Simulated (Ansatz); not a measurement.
Input and command of a plane-wave DFT calculation in Ansatz:

```yaml
crystal:
  lattice:
    - [0.0, 2.4617002392, 2.4617002392]
    - [2.4617002392, 0.0, 2.4617002392]
    - [4.9234004783, 4.9234004783, 0.0]
  atoms:
    - { symbol: Re, position: [1.0, 0.0, 0.0], spin: 2.0 }
    - { symbol: S, position: [0.5, 0.5, 0.25] }
    - { symbol: Re, position: [1.0, 0.0, 0.5], spin: -2.0 }
    - { symbol: S, position: [0.5, 0.5, 0.75] }
basis:
  ecutwfc: 420
kpoints:
  mp_grid: { grid: [14, 14, 7] }
hamiltonian:
  xc: pbe
scf:
  occupations: { method: gaussian, width: 0.1 }
  lower_state_search: "off"
output:
  forces: true
  stress: true
  eigenvalues: true
  populations: true
magnetization:
  spin_polarized: true
relax:
  adjacent_minimum: "off"
  f_tol: 0.01
  max_steps: 60
  cell: { stress_tol: 0.05 }
```

```bash
ansatz run input.yaml --threads 1 --pin off --max-ram 2560MiB --backend cpu --events-out ev --progress --plain --runs-dir out
```

Processor: Intel(R) Xeon(R) Processor @ 2.50GHz (Skylake/Cascade Lake), 1 thread, on a host shared with other jobs.

**Question.** How long does it run, and how much memory does it take?

**Answer.** About 10 min on 1 thread of Intel(R) Xeon(R) Processor @ 2.50GHz (Skylake/Cascade Lake) (shared host), peak memory 0.6 GiB. It solves 28 bands at 144 k points (the mesh reduced by the symmetry that the task leaves, which can be less than the crystal's) with about 965 plane waves (on the last cell), in 155 SCF iterations over 20 ionic steps.
